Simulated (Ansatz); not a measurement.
**Kick test of a cell of Ta3RhN4**

It was reached by relaxing an invented guess, and it needn't be the stable form of this composition.

Method: DFT PBE, scalar-relativistic, plane waves, PAW in Ansatz. Cutoff 420 eV; k points 10×10×4 on the computed 8-atom cell (Γ-centred); Gaussian smearing, width 0.10 eV; no spin polarisation.

The cell below (8 atoms, space group P4/mmm (No. 123)) is relaxed within its symmetry.

```
Ta Rh N
1.0
     2.98956    0.00000    0.00000
     0.00000    2.98956    0.00000
     0.00000    0.00000   10.04679
Ta Rh N
3 1 4
Cartesian
  1.4948 1.4948 7.9922
  0.0000 0.0000 5.0234
  1.4948 1.4948 2.0546
  0.0000 0.0000 0.0000
  0.0000 0.0000 2.8431
  1.4948 1.4948 0.0000
  0.0000 0.0000 7.2037
  1.4948 1.4948 5.0234
```

For the test it was strained at random (σ = 1.5 % a component), the atoms were moved at random (σ = 0.10 Å), and all was relaxed again on a coarse 8×8×2 mesh (in the run’s order of axes) with 0.20 eV smearing, with no symmetry imposed.

Spin–orbit coupling, which can matter for Ta, is left out.

Problem. Is the structure stable against such a distortion?

Solution. It returns, within 1 meV/atom of the unmoved cell on that mesh and with the same symmetry when read at 0.1 Å. No instability shows in this cell; modes of other wave vectors, which need another repeat, aren't tested.
